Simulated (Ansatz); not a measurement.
Nb₂Co₃Ge in space group P6_3/mmc (No. 194; Nb on 4f, Co on 6h, Ge on 2a), DFT-PBE in the program Ansatz with PAW potentials, all energies at zero smearing, with the estimated change up to a 700 eV cutoff added, with one set of potentials and settings (totals compare only within such a set). Cell of 12 atoms (4 Nb, 6 Co, 2 Ge): -57559.900 eV.

```
element                                reference phase  E (eV/atom)
-------  ---------------------------------------------  -----------
Nb                          Im-3m, 1 atoms in the cell   -4552.2836
Co       P6_3/mmc, 2 atoms in the cell, spin-polarised   -5126.1559
Ge                          Fd-3m, 2 atoms in the cell   -4294.9847
```

Formation energy per atom, worked out: (-57559.900 − 4×(-4552.2836) − 6×(-5126.1559) − 2×(-4294.9847))/12 = -0.322 eV/atom (-31 kJ per mol of atoms), at 0 K, without zero-point energy or fitted corrections.

The first step of the workflow began from a Materials Project structure, measured or hypothetical; the Crystallography Open Database copy checked does not list it. Whether it is the stable phase at ambient conditions was not checked. Symmetry was held in the PBE relaxation; whether a distortion lowers the energy is not shown. No spin polarisation was allowed. The references are the lowest solids computed at this level, not always the standard phases.

Potentials: the later of the program's two PAW sets.
